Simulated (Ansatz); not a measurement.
Ansatz input

```yaml
crystal:
  lattice:
    - [14.0, 0.0, 0.0]
    - [0.0, 14.4, 0.0]
    - [0.0, 0.0, 14.8]
  atoms:
    - { symbol: Mg, position: [0.5, 0.5, 0.5], spin: 0.01 }
  symmetry: { detect: false, time_reversal: true }
hamiltonian:
  xc: r2scan
  pseudopotentials:
    kind: paw
    azcp:
      Mg: "pseudopotentials/Mg.paw.azcp"
basis:
  ecutwfc: 500
  fft_grid_basis: typed
kpoints:
  mp_grid: { grid: [1, 1, 1], shift: [0, 0, 0] }
magnetization:
  spin_polarized: true
scf:
  occupations: { method: fermi_dirac, width: 0.01 }
```

Terminal output

```
Engine: ansatz 0.2.0, x86_64-unknown-linux-gnu
Pseudopotentials: kind: paw
Pseudopotential: Mg, paw, valence charge 10, recommended cutoff 500 eV (meta_gga) 
Functional definition: r2SCAN
  parameter k0 = 0.174
  parameter k1 = 0.065
  parameter a1 = 4.9479
  exchange = r2scan_x(k0 = k0, k1 = k1, a1 = a1)
  correlation = r2scan_c
Crystal: 1 atoms, lattice volume = 2983.680 Å³
Basis set: ecut = 500 eV, 75747 PW (Γ), exchange–correlation on 432×432×432 points (64 copies of the dense FFT grid, shifted against one another)
Bands: 10, of which v1, the nominal top of the filled ones, is band 5 counted from 1 (4 counted from 0)
Symmetry: 1 space group operations
k-points: 1
Non-local potential: Mg, projectors of the file, l = 0: 3, l = 1: 2, l = 2: 1
PAW form: soft (Blöchl's): semilocal exchange-correlation on the pseudo side does not see the compensation charge
PAW frozen core: Mg, regenerated for the run's functional (the file was generated under x = pbe(κ = 0.804, μ = 0.2195149727645171), c = pbe(β = 0.06672455060314922))
PAW one-centre angular grid: Mg, 302 points (default); XC on 224 Gauss nodes
Initial density: superposition of atomic densities (neutral atoms: chi_scale 0, normalization atom)
Starting moments: Σ|m| = 0.01 μB on 1 of 1 site
Initial wavefunctions: pseudopotential atomic-orbital guess
Functional: x = r2scan, c = r2scan; τ floored in thin density (d = 2e-4 eV/Å³)
iter 1 solved again at ethr=3.61e-5 eV; its pass at ethr=3.10e-3 eV (dr2=3.61e-3 eV) is discarded
SCF iter   1: F=—  HF=-1924.698494 eV  |F-HF|=—  |Δ(HF+E_count)|=         —  Δρ=3.62e-4 (↑2.32e-4 ↓3.62e-4)  dr2=3.92e-3  dr2_τ=2.95e-5  dr2_m=2.02e-4  M=0.000 μB ∫|m|=0.000 μB  β_m=0.30  ethr=3.61e-5  ⟨swp⟩=2.0  Hψ=236  notcnv=0
spin=Collinear: Resta preconditioning applied to the charge; magnetization (m = ρ↑ − ρ↓) channel mixes plain (no charge-response kernel on spin).
SCF iter   2: F=—  HF=-1924.695690 eV  |F-HF|=—  |Δ(HF+E_count)|=   2.80e-3  Δρ=2.14e-4 (↑1.28e-4 ↓2.14e-4)  dr2=1.49e-3  dr2_τ=9.77e-6  dr2_m=1.00e-4  M=0.000 μB ∫|m|=0.000 μB  β_m=0.30  ethr=3.61e-5  ⟨swp⟩=6.5  Hψ=54  notcnv=0  κ⁻¹=1.0e0(r=1)
SCF iter   3: F=—  HF=-1924.695255 eV  |F-HF|=—  |Δ(HF+E_count)|=   4.35e-4  Δρ=5.49e-5 (↑5.49e-5 ↓3.83e-5)  dr2=1.11e-4  dr2_τ=1.60e-6  dr2_m=5.04e-5  M=0.000 μB ∫|m|=0.000 μB  β_m=0.30  ethr=1.49e-5  ⟨swp⟩=7.0  Hψ=68  notcnv=0  κ⁻¹=6.2e-3(r=2)
SCF iter   4: F=—  HF=-1924.695312 eV  |F-HF|=—  |Δ(HF+E_count)|=   5.76e-5  Δρ=3.85e-5 (↑3.85e-5 ↓2.34e-5)  dr2=4.61e-6  dr2_τ=1.39e-7  dr2_m=2.53e-5  M=0.000 μB ∫|m|=0.000 μB  β_m=0.30  ethr=1.11e-6  ⟨swp⟩=8.0  Hψ=59  notcnv=0  κ⁻¹=4.6e-5(r=3)
SCF iter   5: F=—  HF=-1924.695309 eV  |F-HF|=—  |Δ(HF+E_count)|=   3.59e-6  Δρ=2.38e-5 (↑2.38e-5 ↓1.96e-5)  dr2=6.49e-7  dr2_τ=6.32e-8  dr2_m=1.28e-5  M=0.000 μB ∫|m|=0.000 μB  β_m=0.30  ethr=4.61e-8  ⟨swp⟩=7.0  Hψ=65  notcnv=0  κ⁻¹=3.7e-6(r=4)
SCF iter   6: F=—  HF=-1924.695304 eV  |F-HF|=—  |Δ(HF+E_count)|=   4.52e-6  Δρ=1.55e-5 (↑1.55e-5 ↓1.53e-5)  dr2=1.30e-7  dr2_τ=3.03e-8  dr2_m=6.45e-6  M=0.000 μB ∫|m|=0.000 μB  β_m=0.30  ethr=1.00e-9  ⟨swp⟩=3.0  Hψ=48  notcnv=0
Mixer restart at iter 6: flushing history
spin-set hold released at iteration 6 (site moments contracting): the magnetisation degrees of freedom join the quasi-Newton model from the next iteration; the mixer history was flushed
SCF iter   7: F=—  HF=-1924.695291 eV  |F-HF|=—  |Δ(HF+E_count)|=   1.30e-5  Δρ=1.10e-5 (↑1.10e-5 ↓1.09e-5)  dr2=5.62e-8  dr2_τ=1.48e-8  dr2_m=3.26e-6  M=0.000 μB ∫|m|=0.000 μB  β_m=0.30  ethr=1.00e-9  ⟨swp⟩=3.0  Hψ=40  notcnv=0  κ⁻¹=1.0e0(r=1)
SCF iter   8: F=—  HF=-1924.695264 eV  |F-HF|=—  |Δ(HF+E_count)|=   2.69e-5  Δρ=2.00e-7 (↑1.85e-7 ↓2.00e-7)  dr2=1.62e-9  dr2_τ=2.93e-11  dr2_m=9.23e-10  M=0.000 μB ∫|m|=0.000 μB  β_m=0.30  ethr=5.62e-10  ⟨swp⟩=3.0  Hψ=57  notcnv=0  κ⁻¹=1.2e-4(r=2)
SCF iter   9: F=—  HF=-1924.695264 eV  |F-HF|=—  |Δ(HF+E_count)|=   3.73e-8  Δρ=1.20e-7 (↑1.18e-7 ↓1.20e-7)  dr2=5.04e-10  dr2_τ=3.00e-11  dr2_m=3.59e-10  M=0.000 μB ∫|m|=0.000 μB  β_m=0.30  ethr=1.62e-11  ⟨swp⟩=3.5  Hψ=41  notcnv=0  κ⁻¹=7.1e-5(r=3)
SCF iter  10: F=—  HF=-1924.695264 eV  |F-HF|=—  |Δ(HF+E_count)|=   3.81e-8  Δρ=4.41e-8 (↑4.06e-8 ↓4.41e-8)  dr2=1.24e-11  dr2_τ=3.20e-12  dr2_m=4.66e-11  M=0.000 μB ∫|m|=0.000 μB  β_m=0.30  ethr=5.04e-12  ⟨swp⟩=4.0  Hψ=50  notcnv=0  κ⁻¹=4.1e-6(r=4)
SCF iter  11: F=—  HF=-1924.695264 eV  |F-HF|=—  |Δ(HF+E_count)|=   7.87e-9  Δρ=2.63e-8 (↑2.63e-8 ↓2.13e-8)  dr2=4.81e-12  dr2_τ=1.20e-13  dr2_m=1.52e-11  M=0.000 μB ∫|m|=0.000 μB  β_m=0.30  ethr=1.00e-12  ⟨swp⟩=4.0  Hψ=42  notcnv=0  κ⁻¹=7.8e-7(r=5)
SCF iter  12: F=-1924.695264 eV  HF=-1924.695264 eV  |F-HF|=1.49e-10  |Δ(HF+E_count)|=   1.94e-9  Δρ=1.25e-8 (↑1.25e-8 ↓1.00e-8)  dr2=5.66e-13  dr2_τ=9.02e-15  dr2_m=3.13e-12  M=0.000 μB ∫|m|=0.000 μB  ethr=1.00e-12  ⟨swp⟩=3.5  Hψ=41  notcnv=0
SCF 1 converged in 12 iterations: F = -1924.695264 eV  dr2 = 5.66e-13
```

The run was cut off at its time limit.
